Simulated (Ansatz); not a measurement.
Input:

AlPd:
```
AlPd
1.0
    4.84989     0.00000     0.00000
    0.00000     4.84989     0.00000
    0.00000     0.00000     4.84989
Al Pd
4 4
Direct
  0.84435   0.84435   0.84435
  0.65565   0.15565   0.34435
  0.34435   0.65565   0.15565
  0.15565   0.34435   0.65565
  0.14754   0.14754   0.14754
  0.35246   0.85246   0.64754
  0.64754   0.35246   0.85246
  0.85246   0.64754   0.35246
```

This is the PBEsol-relaxed structure.

Problem. All from DFT-PBEsol in the program Ansatz with PAW potentials, unless another level is named. Predict the density of states at the Fermi level.

Solution. 0.23 states/eV per atom (mean over ±0.08 eV).

Problem. Give the formation energy from the elements (no fitted shifts).

Solution. -0.93 eV/atom.

Space group P2_13. The workflow started from a Materials Project entry (that database holds measured and hypothetical structures alike); the Crystallography Open Database copy checked does not list it. With Al and Pd taken as one species the cell has the higher symmetry Pa-3, so it may be an ordered model of a mixed-site phase. Whether it is the stable phase at ambient conditions was not checked. Symmetry was held in the PBEsol relaxation; whether a distortion lowers the energy is not shown. No spin polarisation was allowed. The references are the lowest solids computed at this level, not always the standard phases. Scalar-relativistic: spin–orbit coupling is off unless named, which matters more the heavier the elements.

Potentials: the earlier of the program's two PAW sets. The files were generated under PBE; for other functionals the program regenerates the frozen cores, and for LDA and PBEsol the local potential too.
